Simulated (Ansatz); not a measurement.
Consider the following.

V3Os:
```
V3Os
1.0
    0.00000     2.98090     2.98090
    2.98090     0.00000     2.98090
    2.98090     2.98090     0.00000
V Os
3 1
Cartesian
  1.49045   1.49045   1.49045
  4.47136   4.47136   4.47136
  2.98090   2.98090   2.98090
  0.00000   0.00000   0.00000
```

This is the r²SCAN-relaxed structure.

Question: All from the program Ansatz at the r²SCAN level (PAW), unless another level is named. Give the density of states at the Fermi level.

Answer: 0.47 states/eV per atom (mean over ±0.08 eV).

Question: Next, the formation energy from the elements (no fitted shifts)?

Answer: -0.42 eV/atom.

Space group Fm-3m. The first step of the workflow began from a Materials Project structure, measured or hypothetical; the Crystallography Open Database copy checked does not list it. With V and Os taken as one species the cell has the higher symmetry Im-3m, so it may be an ordered model of a mixed-site phase. Whether it is the stable phase at ambient conditions was not checked. The r²SCAN relaxation kept the symmetry of its start; its stability against distortions is not shown here. The run is not spin-polarised. The references are the lowest solids computed at this level, not always the standard phases. Spin–orbit coupling is left out wherever it is not named.

Potentials: the later of the program's two PAW sets.
